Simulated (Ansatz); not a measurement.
## CaMg: enthalpy against pressure

CaMg, Pm-3m, a = 3.970 Å. The structure is a Materials Project entry; whether it is the stable form wasn't checked. Ansatz: r2SCAN, PAW, 500 eV, Γ-centred 10×10×10 mesh on 2 atoms, Gaussian smearing 0.10 eV; no spin polarisation. Cell and atoms are relaxed at each pressure, and no other structure is tried, so the rows at high pressure may lie past a change of phase. y is the enthalpy over the state at zero pressure; there V0 = 31.279 Å³/atom. The pressures are the targets, met within 0.04 GPa.

```tsv
P (GPa)	y (eV/atom)
-1.0	-0.1994
0.0	0.0000
1.0	0.1919
4.0	0.7326
12.0	?
25.0	3.7788
50.0	6.6090
90.0	10.3297
```

Problem. Fit y = c1 P + c2 P² + c3 P³ to the other rows, say what c1 and c2 mean, and predict the missing value.

Solution. Least squares on the rows shown. y = 0.17867 P − 0.0012111 P² + 5.5685×10⁻⁶ P³. Since dH/dP = V, c1 is V0: 0.17867 eV/GPa × 160.2 = 28.623 Å³ against 31.279; c2 = −V0/(2B0) gives B0 = 74 GPa, where a Birch–Murnaghan fit to the volumes of the same runs (not shown) gives 27 GPa. The volume falls by 57 % over the range, most steeply at the start, which a cubic can't follow: here c1 isn't V0 and c2 doesn't give B0. Above P = −c2/(3 c3) = 72 GPa the cubic's slope, the volume, would rise with pressure, so the form fails there. With a term in P⁴ added, the coefficient of P becomes 0.1924, 8 % more, which shows how far this figure hangs on the form. At P = 12.0 the fit asked for gives 1.9793 eV/atom. The run gave 2.0105 eV/atom, so the fit is 0.0312 eV/atom too low, within twice the rms miss on the fitted rows (0.0197 eV/atom).

The mesh isn't the same in all rows (10×10×10, 12×12×12, 14×14×14).